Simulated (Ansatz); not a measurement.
Si3N4:
```cif
data_N8Si6
_chemical_formula_sum 'Si6 N8'
_space_group_name_H-M_alt 'P 1'
_space_group_IT_number 1
_cell_length_a 5.46593
_cell_length_b 5.46593
_cell_length_c 5.46593
_cell_angle_alpha 60.000
_cell_angle_beta 60.000
_cell_angle_gamma 60.000
loop_
_space_group_symop_operation_xyz
  'x, y, z'
loop_
_atom_site_label
_atom_site_type_symbol
_atom_site_fract_x
_atom_site_fract_y
_atom_site_fract_z
_atom_site_occupancy
Si1 Si 0.62500 0.62500 0.12500 1
Si2 Si 0.62500 0.12500 0.62500 1
Si3 Si 0.62500 0.62500 0.62500 1
Si4 Si 0.12500 0.62500 0.62500 1
Si5 Si 0.25000 0.25000 0.25000 1
Si6 Si 0.00000 0.00000 0.00000 1
N1 N 0.86757 0.86757 0.86757 1
N2 N 0.85272 0.38243 0.38243 1
N3 N 0.86757 0.86757 0.39728 1
N4 N 0.38243 0.85272 0.38243 1
N5 N 0.39728 0.86757 0.86757 1
N6 N 0.38243 0.38243 0.38243 1
N7 N 0.86757 0.39728 0.86757 1
N8 N 0.38243 0.38243 0.85272 1
```

Relaxed with r²SCAN.

Task: Which orbitals make up the states near the band edges in r²SCAN in the plane-wave PAW code Ansatz?

Result: Top 1 eV of the valence band: N 2p 92 %. Bottom 1 eV of the conduction band: Si 3p 42 %, Si 3s 26 %, N 2s 13 %, N 2p 8 %, outside the projected shells 10 %. Projections are on Löwdin-orthogonalised atomic valence shells; empty p or d shells of many metals are not among them.

Task: Tabulate the density of states.

Result: States/eV per cell of 14 atoms, in 0.25 eV bins, energy from the valence-band maximum.

```
E (eV)  total  N 2p  Si 3p  Si 3s
------  -----  ----  -----  -----
-7.85    3.73  2.21   0.39   0.83
-7.60    3.62  2.15   0.45   0.68
-7.35    5.24  3.15   0.88   0.70
-7.10    2.26  1.41   0.47   0.22
-6.85    4.22  2.66   1.01   0.28
-6.60    5.64  3.59   1.27   0.40
-6.35    4.73  3.03   1.06   0.28
-6.10    4.40  2.83   0.92   0.31
-5.85    4.30  2.78   0.93   0.25
-5.60    2.76  1.82   0.55   0.19
-5.35    3.63  2.40   0.74   0.23
-5.10    4.12  2.76   0.90   0.24
-4.85    5.89  3.99   1.33   0.27
-4.60    6.19  4.28   1.46   0.19
-4.35    3.95  2.76   0.80   0.15
-4.10    4.07  2.91   0.73   0.17
-3.85    5.46  4.02   1.00   0.16
-3.60    5.36  3.98   0.94   0.14
-3.35    6.98  5.22   1.17   0.18
-3.10    5.51  4.19   0.93   0.11
-2.85    6.22  4.83   0.99   0.11
-2.60    3.93  3.09   0.57   0.08
-2.35    6.88  5.69   0.80   0.11
-2.10   10.67  8.86   1.24   0.18
-1.85    5.21  4.37   0.51   0.09
-1.60    4.64  3.96   0.39   0.06
-1.35    6.13  5.29   0.48   0.06
-1.10    7.83  6.94   0.53   0.04
-0.85    7.89  7.16   0.40   0.03
-0.60    8.10  7.48   0.31   0.02
-0.35    7.63  7.18   0.18   0.01
-0.10    2.95  2.74   0.14   0.00
0.15     0.00  0.00   0.00   0.00
0.40     0.00  0.00   0.00   0.00
0.65     0.00  0.00   0.00   0.00
0.90     0.00  0.00   0.00   0.00
1.15     0.00  0.00   0.00   0.00
1.40     0.00  0.00   0.00   0.00
1.65     0.00  0.00   0.00   0.00
1.90     0.00  0.00   0.00   0.00
2.15     0.00  0.00   0.00   0.00
2.40     0.00  0.00   0.00   0.00
2.65     0.00  0.00   0.00   0.00
2.90     0.00  0.00   0.00   0.00
3.15     0.00  0.00   0.00   0.00
3.40     0.00  0.00   0.00   0.00
3.65     0.00  0.00   0.00   0.00
3.90     0.00  0.00   0.00   0.00
4.15     0.14  0.01   0.06   0.04
4.40     0.39  0.03   0.16   0.11
4.65     0.58  0.05   0.25   0.15
4.90     0.79  0.07   0.34   0.20
5.15     1.02  0.10   0.43   0.24
5.40     1.26  0.12   0.54   0.29
5.65     1.66  0.17   0.72   0.36
5.90     1.98  0.21   0.85   0.40
6.15     2.25  0.25   0.98   0.41
6.40     2.69  0.31   1.23   0.41
6.65     3.00  0.37   1.41   0.39
6.90     3.04  0.41   1.41   0.37
7.15     3.38  0.48   1.51   0.41
7.40     4.17  0.59   1.70   0.66
7.65     3.77  0.58   1.30   0.80
7.90     4.07  0.64   1.21   0.99
8.15     2.01  0.25   0.35   0.62
8.40     3.04  0.43   0.50   0.90
8.65     5.26  0.84   0.86   1.60
8.90     6.90  1.10   1.36   1.89
```

Space group Fd-3m. The cell was relaxed with r²SCAN under the symmetry of its start; of distortions, only those at the zone centre were tested.

Potentials: the earlier of the program's two PAW sets.
